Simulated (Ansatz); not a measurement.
NiBi3:
```xyz
4
Lattice="4.7324 0.0000 0.0000 0.0000 4.7324 0.0000 0.0000 0.0000 4.7324" Properties=species:S:1:pos:R:3 pbc="T T T"
Bi     0.0000     2.3662     2.3662
Bi     2.3662     2.3662     0.0000
Bi     2.3662     0.0000     2.3662
Ni     0.0000     0.0000     0.0000
```

Relaxed with PBE. Special points in fractions of this cell's reciprocal vectors: Γ (0.000, 0.000, 0.000); X (0.000, 0.500, 0.000); M (0.500, 0.500, 0.000); R (0.500, 0.500, 0.500).

Question: List the band energies nearest the Fermi level at these points for DFT-PBE in the program Ansatz with PAW potentials.

Answer: In eV from the Fermi level; about four levels below and three above (degenerate sets whole), none deeper than 8.9 eV; points with the same levels are listed once.

| k | below | above |
|---|---|---|
| Γ | -0.93 -0.93 -0.93 -0.89 -0.89 -0.60 | 1.10 1.10 1.10 |
| X | -0.82 -0.54 -0.54 -0.52 | 0.67 3.12 3.12 |
| M | -1.03 -1.03 -0.88 -0.87 -0.78 | 0.51 0.51 2.39 |
| R | -0.81 -0.81 -0.77 -0.77 -0.77 | 4.35 4.35 4.90 4.90 4.90 |

Space group Pm-3m (Cu3Au type). The cell is a constructed one: a structure type filled with these elements; neither database checked (COD, Materials Project) lists it. Its standing as an ambient phase is unchecked. Symmetry was held in the PBE relaxation; its stability against distortions is not shown here. The workflow began spin-polarised and lost its moments. The cell computed holds one magnetic atom, so no antiferromagnetic order was within reach. Scalar-relativistic: spin–orbit coupling is off unless named, which matters more the heavier the elements.

Potentials: the earlier of the program's two PAW sets.
